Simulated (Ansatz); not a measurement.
Below is a relaxed structure of Sn3GeSe4. The cell was found from a structure generator's guess, not taken from experiment.

Method: DFT PBE, scalar-relativistic, plane waves, PAW (Ansatz 0.2.0). Cutoff 420 eV, Γ-centred mesh, Gaussian smearing, no spin polarisation.

```
Sn Ge Se
1.0
     4.22225   -5.96723    0.00000
     4.22225    5.96723    0.00000
     0.00000    0.00000    4.21681
Sn Ge Se
3 1 4
Direct
  0.00000 0.50000 0.00000
  0.50000 0.00000 0.00000
  0.50000 0.50000 0.50000
  0.00000 0.00000 0.50000
  0.76169 0.76169 0.00000
  0.23831 0.23831 0.00000
  0.75585 0.24415 0.50000
  0.24415 0.75585 0.50000
```

Energies over the elements count from the elements' standard structures at the same level, with no fitted energy shifts. The references include grey tin.

Q: Find its symmetry and describe it.

A: Cmmm (No. 65), with Sn and Ge ordered on rock salt sites. Conventional cell: a = 8.444 Å, b = 11.934 Å, c = 4.217 Å. Sn on a site of symmetry 2/m is surrounded by 6 Se at 2.98–2.99 Å; Sn on a site of symmetry mmm is surrounded by 6 Se at 3.05 Å; Ge has 6 Se at 2.91 Å; Se on a site of symmetry 2mm has 2 Ge at 2.91 Å and 4 Sn at 2.99–3.05 Å; 1 more site not described.

Q: How far does it lie from the elements in energy?

A: −0.36 eV/atom. It lies below the elements, which doesn't yet make it stable against other compounds or structures.

Q: Is it a metal?

A: It can't be told: by band count a gap of 0.02 eV opens on the 6×6×10 mesh, less than the smearing, so the run treats the cell as a metal.

The last run used a 6×6×10 mesh (in the run's order of axes) for its 8-atom cell and Gaussian smearing of 0.10 eV. The reference form of Se is held partly by dispersion forces, which this level lacks. A structure relaxed within its symmetry needn't be a true minimum.
